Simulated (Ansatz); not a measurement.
Method: PBEsol, scalar-relativistic; collinear spin; PAW, 420 eV, 6×6×6 k-mesh, Gaussian smearing of 0.05 eV; code Ansatz. The datasets are Ansatz's generated set soft_2.

The calculation on TiX3, where X is one element, gave:

| Quantity | Value |
| --- | --- |
| Space group | Pm-3m (No. 221) |
| Conventional cell | a = 5.037 Å, b = 5.037 Å, c = 5.037 Å, α = 90.00°, β = 90.00°, γ = 90.00° |
| Volume | 31.94 Å³/atom |
| Band gap | zero (metallic) |
| Density of states at the Fermi level | 0.63 states/(eV·atom) |
| Magnetic state | ferromagnetic (the only order tried) |
| Site spin moments | Ti 0.40 μB |
| Spin moment of the cell | 0.50 μB |
| Formation energy from the elements (0 K, uncorrected) | -1.02 eV/atom |
| Bulk modulus (Birch–Murnaghan) | 43 GPa |
| Pressure derivative B0′ | 4.6 |

Sites: Ti on 1a, X on 3d.

Which element is X?
A. Rb
B. As
C. Se
D. Br

D. X is Br, so the compound is TiBr3.

The start was a prototype's sites filled with these elements. The Crystallography Open Database lists the compound in space groups P-1, R-3, so this is a trial structure. The ideal cubic cell shuts out tilts of the octahedra, which such structures often take.

The program warned that the potential is rough where the density is thin (voids or gaps), so long spacings are poorly fixed. Site moments are of spin, integrated over atomic spheres. No antiparallel order was tried.
